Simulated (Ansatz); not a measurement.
ScPd (CsCl type, space group No. 221), r²SCAN in the plane-wave PAW code Ansatz, all energies at zero smearing, with the estimated change up to a 700 eV cutoff added, with one set of potentials and settings (totals compare only within such a set). Cell of 2 atoms (1 Sc, 1 Pd): -9128.181 eV.

| element | reference phase | E (eV/atom) |
|---|---|---|
| Sc | P6_3/mmc, 2 atoms in the cell | -2140.5738 |
| Pd | Fm-3m, 1 atoms in the cell | -6985.7456 |

Formation energy per atom, worked out: (-9128.181 − 1×(-2140.5738) − 1×(-6985.7456))/2 = -0.931 eV/atom (-90 kJ per mol of atoms), at 0 K, without zero-point energy or fitted corrections.

Space group Pm-3m (CsCl type). The first step of the workflow began from a Materials Project structure, measured or hypothetical; the Crystallography Open Database files this formula in space group No. 221, but the cells were not matched. Whether it is the stable phase at ambient conditions was not checked. The cell was relaxed with r²SCAN under the symmetry of its start; whether a distortion lowers the energy is not shown. The run is not spin-polarised. The references are the lowest solids computed at this level, not always the standard phases.

Potentials: the later of the program's two PAW sets.
